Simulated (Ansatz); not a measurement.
Here is the system:

Na (bcc, W type), conventional cell a = 4.2220 Å, b = 4.2220 Å, c = 4.2220 Å, α = 90.00°, β = 90.00°, γ = 90.00°. The calculation uses the primitive cell of 1 atom, to which meshes and values per cell refer.

The volume is varied about the relaxed value V₀ at fixed cell shape. Symmetry pins the atoms to their sites.

Method: r2SCAN (plane waves to 500 eV, PAW, scalar-relativistic; Ansatz, an electronic-structure program). k mesh 16×16×16 (Γ-centred), Fermi-Dirac smearing 0.05 eV. Energies are smeared free energies. Compression counts positive. Na was relaxed with its symmetry unable to fall. The zero of ΔE is the relaxed starting cell.

The scan covers V/V₀ from 0.900 to 1.100 in 9 points.

Question: What is ΔE at V/V₀ = 1.100?

Answer: 8 meV/atom.

Question: What pressure does the cell carry at V/V₀ = 0.900?

Answer: 1.0 GPa.

(A scan under strain: stresses follow from slopes of the energy per volume, elastic moduli from its curvatures.)
